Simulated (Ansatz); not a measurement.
## Cs₂IBr: clamped-ion elastic tensor

Theory: Ansatz, DFT PBEsol, scalar-relativistic, plane waves, PAW. Cutoff 420 eV, 6×6×6 k-points (Γ-centred), fixed occupations. No spin polarisation.

The cell, relaxed at this level:
```
Cs I Br
1.0
     2.61434    1.50939    8.59762
    -2.61434    1.50939    8.59762
     0.00000   -3.01878    8.59762
Cs I Br
2 1 1
Direct
  0.24443 0.24443 0.24443
  0.75557 0.75557 0.75557
  0.00000 0.00000 0.00000
  0.50000 0.50000 0.50000
```

The cell was built by swapping an element in a database structure (itself possibly hypothetical) and relaxing; it need not be the stable form of this composition.

(1) Give the clamped-ion elastic constants (GPa, Voigt order xx yy zz yz xz xy, on the axes of the cell above).

(2) And the moduli of a polycrystal (Hill averages)?

## Answers

(1)
```
17.6  6.3  9.5  4.4  0.0  0.0
 6.3 17.6  9.5 -4.4  0.0  0.0
 9.5  9.5 15.0  0.0  0.0  0.0
 4.4 -4.4  0.0  8.9  0.0  0.0
 0.0  0.0  0.0  0.0  8.9  4.4
 0.0  0.0  0.0  0.0  4.4  5.6
```

(2) B = 11 GPa, G = 5 GPa, E = 13 GPa, ν = 0.30.